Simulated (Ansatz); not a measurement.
Input file for Ansatz (a program for electronic structure):

Ansatz 0.2 input:
```yaml
crystal:
  lattice:
    - [1.5868052602, 0.9161424441, 6.2724191179]
    - [-1.5868052602, 0.9161424441, 6.2724191179]
    - [0.0, -1.8322848882, 6.2724191179]
  atoms:
    - { symbol: W, position: [0.9993313063, 0.9993313063, 0.9993313063] }
    - { symbol: S, position: [0.5830899203, 0.5830899203, 0.5830899203] }
    - { symbol: S, position: [0.7488757734, 0.7488757734, 0.7488757734] }
kpoints:
  mp_grid: { grid: [9, 9, 9] }
hamiltonian:
  xc: r2scan
  dispersion: d4
  pseudopotentials: { azcp: { folder: ./paw }, kind: paw }
scf:
  occupations: { method: fixed }
output:
  optics: { e_range: [0.0, 15.0], de: 0.05, sigma: 0.1, bands: { spectra_wanted_up_to: 12 eV } }
```

Output (shortened):

```
basis.fft_grid_basis auto: the FFT boxes are laid along the combinations [[1, 0, -1], [0, 1, -1], [0, 0, 1]] of the cell's own vectors, 3.174, 3.174 and 6.535 …
output.optics: the spectra are integrated over the Brillouin zone by k·p interpolation around the k-points, where levels, occupations, output.optics.sigma and …
Pseudopotential: W, paw, valence charge 14
Pseudopotential: S, paw, valence charge 6
Functional definition: r2SCAN
Crystal: 3 atoms, lattice volume = 54.711 Å³
Basis set: ecut = 500 eV, 1391 PW (Γ), FFT grids on a1−a3, a2−a3, a3, exchange–correlation on 96×96×192 points (64 copies of the dense FFT grid, shifted against one another)
Bands: 17, of which v1, the nominal top of the filled ones, is band 13 counted from 1 (12 counted from 0)
Symmetry: 6 space group operations
Space group: R3m (ITA 160), of the structure as read, at distance tolerance 3.8e-5 Å
k-points: 85 of 729 (time reversal used)
SCF iter   1: F=—  HF=-12213.165797 eV  |F-HF|=—  |Δ(HF+E_count)|=         —  Δρ=3.99e-2  dr2=1.22e0  dr2_τ=7.39e-2  ethr=3.10e-3  ⟨swp⟩=4.9  Hψ=7316  notcnv=0  defer=144
preconditioner: auto → none
SCF iter   2: F=—  HF=-12213.158874 eV  |F-HF|=—  |Δ(HF+E_count)|=   6.92e-3  Δρ=2.61e-2  dr2=8.22e-1  dr2_τ=2.11e-2  ethr=3.10e-3  ⟨swp⟩=2.9  Hψ=3043  notcnv=0  defer=134
SCF iter   3: F=—  HF=-12213.122352 eV  |F-HF|=—  |Δ(HF+E_count)|=   3.65e-2  Δρ=1.94e-2  dr2=4.94e-1  dr2_τ=5.15e-2  ethr=3.10e-3  ⟨swp⟩=2.8  Hψ=2429  notcnv=0  defer=124
SCF iter   4: F=—  HF=-12213.059433 eV  |F-HF|=—  |Δ(HF+E_count)|=   6.29e-2  Δρ=8.50e-3  dr2=4.85e-2  dr2_τ=9.58e-4  ethr=1.90e-3  ⟨swp⟩=1.2  Hψ=2154  notcnv=0  defer=123
SCF iter   5: F=—  HF=-12213.059215 eV  |F-HF|=—  |Δ(HF+E_count)|=   2.18e-4  Δρ=2.16e-3  dr2=2.57e-3  dr2_τ=7.71e-5  ethr=1.86e-4  ⟨swp⟩=2.2  Hψ=2052  notcnv=0  defer=170
SCF iter   6: F=—  HF=-12213.059361 eV  |F-HF|=—  |Δ(HF+E_count)|=   1.46e-4  Δρ=3.28e-4  dr2=7.21e-5  dr2_τ=4.44e-6  ethr=9.89e-6  ⟨swp⟩=2.2  Hψ=2232  notcnv=0  defer=170
SCF iter   7: F=—  HF=-12213.059380 eV  |F-HF|=—  |Δ(HF+E_count)|=   1.87e-5  Δρ=1.19e-4  dr2=1.62e-5  dr2_τ=6.45e-7  ethr=2.77e-7  ⟨swp⟩=2.6  Hψ=2647  notcnv=0  defer=169
SCF iter   8: F=—  HF=-12213.059375 eV  |F-HF|=—  |Δ(HF+E_count)|=   4.75e-6  Δρ=6.75e-5  dr2=1.25e-6  dr2_τ=8.54e-8  ethr=6.22e-8  ⟨swp⟩=2.1  Hψ=1930  notcnv=0  defer=100
SCF iter  13: F=-12213.059377 eV  HF=-12213.059377 eV  |F-HF|=0.00e0  |Δ(HF+E_count)|=  1.82e-12  Δρ=5.73e-8  dr2=1.54e-12  dr2_τ=1.97e-13  ethr=1.00e-12  ⟨swp⟩=5.1  Hψ=5747  notcnv=0
SCF 1 converged in 13 iterations: F = -12213.059377 eV  dr2 = 1.54e-12
NSCF: frozen V_eff on 85 k-points
Optics k sum: 0 of 85 k-points
Optics k sum: 5 of 85 k-points
Optics k sum: 9 of 85 k-points
Optics k sum: 13 of 85 k-points
Optics k sum: 17 of 85 k-points
Optics k sum: 22 of 85 k-points
Optics k sum: 26 of 85 k-points
Optics k sum: 30 of 85 k-points
Optics k sum: 34 of 85 k-points
Optics k sum: 39 of 85 k-points
Optics k sum: 43 of 85 k-points
Optics k sum: 47 of 85 k-points
Optics k sum: 51 of 85 k-points
Optics k sum: 56 of 85 k-points
Optics k sum: 60 of 85 k-points
Optics k sum: 64 of 85 k-points
Optics k sum: 68 of 85 k-points
Optics k sum: 73 of 85 k-points
Optics k sum: 77 of 85 k-points
Optics k sum: 81 of 85 k-points
Optics k sum: 85 of 85 k-points
Optics k sum: 0 of 85 k-points
Optics k sum: 5 of 85 k-points
Optics k sum: 9 of 85 k-points
Optics k sum: 13 of 85 k-points
Optics k sum: 17 of 85 k-points
Optics k sum: 22 of 85 k-points
Optics k sum: 26 of 85 k-points
Optics k sum: 30 of 85 k-points
Optics k sum: 34 of 85 k-points
Optics k sum: 39 of 85 k-points
Optics k sum: 43 of 85 k-points
Optics k sum: 47 of 85 k-points
Optics k sum: 51 of 85 k-points
Optics k sum: 56 of 85 k-points
Optics k sum: 60 of 85 k-points
Optics k sum: 64 of 85 k-points
Optics k sum: 68 of 85 k-points
Optics k sum: 73 of 85 k-points
Optics k sum: 77 of 85 k-points
Optics k sum: 81 of 85 k-points
Optics k sum: 85 of 85 k-points
NSCF: frozen V_eff on 1 k-points
NSCF: frozen V_eff on 1 k-points
NSCF: frozen V_eff on 1 k-points
NSCF: frozen V_eff on 1 k-points
NSCF: frozen V_eff on 1 k-points
NSCF: frozen V_eff on 1 k-points
output.optics: what the bands over the 31 summed would add to eps1, eps2 and the energy-loss function is held between a lower and an upper bound (7 Lanczos …
SCF converged after 13 iterations
Free energy (F): -12213.059377 eV
Harris-Foulkes:  -12213.059377 eV  (|F-HF|=0.00e0)
Internal energy: -12213.059377 eV  (E = F + TS)
E sigma→0 (E₀):  -12213.059377 eV
Fermi energy:    11.077848 eV
--- Per-component energies (eV) ---
  E_band       = -219.973832
  E_kinetic    = 635.110887
  E_local      = -1792.501854  (includes V_loc(G=0)·N_el)
  E_nonlocal   = 43.807845
  E_hartree    = 746.788049
  E_xc         = -419.203581
  E_vxc        = -432.042438  (∫ρ·V_xc dr)
  E_paw        = -9841.706834  (= ΣΔE_a)
  E_vpaw       = -189.635763  (= ΣTr[D̂ρ^β])
  E_aug_tail   = 0.000067  (compensation charges beyond the density's cutoff)
  E_vtau       = 21.711341  (kinetic-family band-sum trace: ∫τ·v_τ [+ j·A + Jᵃ·Aᵃ] dr)
  E_ewald      = -1584.082233
  E_disp       = -0.464038  (pairwise vdW)
  E_core_change = -0.807687  (= ΣΔE_core)
  E_smearing   =  0.000000  (= −TS)
  E_closure    =  0.000000  (closes the sum)
  Σ components = -12213.059377   (vs F -12213.059377, Δ=0.00e0)
  [band-id]    e_kinetic+e_local+e_nonlocal+2·e_hartree+e_vxc+e_vpaw+e_augmentation_tail+e_vtau = -219.973816   (vs E_band -219.973832, Δ=1.61e-5)
--- Band table (eV; the first three rows and the last of 85) ---
  k-point 0: bands = ["-65.4688", "-29.0820", "-28.9150", "-28.9150", "-5.2155", "-3.1994", "3.2901", "7.3631", "7.3631", "8.6346", "8.6346", "9.3398", "9.9472", "13.4710", "13.4710", "13.7279", "13.7279"]
  k-point 1: bands = ["-65.4665", "-29.0738", "-28.9592", "-28.9252", "-5.0007", "-3.1374", "3.5501", "6.8524", "7.5695", "7.9022", "8.3160", "9.5248", "9.9724", "13.1633", "13.4794", "13.5498", "13.8449"]
  k-point 2: bands = ["-65.4607", "-29.0696", "-29.0530", "-28.9510", "-4.4139", "-2.9687", "4.1716", "5.8472", "6.8103", "7.6723", "8.1005", "9.2080", "9.6256", "12.6276", "13.2660", "13.9781", "14.5324"]
  k-point 84: bands = ["-65.4665", "-29.0739", "-28.9592", "-28.9252", "-4.8259", "-3.4593", "4.4454", "6.8327", "6.9106", "7.5521", "8.3468", "8.6939", "10.7174", "13.4027", "13.4291", "13.5143", "13.9357"]
```

Cost: around 70 core-seconds (rough) on shared cores.

The first step of the workflow began from a Materials Project structure, measured or hypothetical; the Crystallography Open Database files this formula in space group No. 160, but the cells were not matched. It is not the phase usual at ambient conditions (space group No. 194). The cell was relaxed with r²SCAN+D4 under the symmetry of its start; whether a distortion lowers the energy is not shown. The run is not spin-polarised. Spin–orbit coupling is left out wherever it is not named.

Potentials: the earlier of the program's two PAW sets. The files were generated under PBE; for other functionals the program regenerates the frozen cores, and for LDA and PBEsol the local potential too.

Ansatz is a plane-wave DFT program.
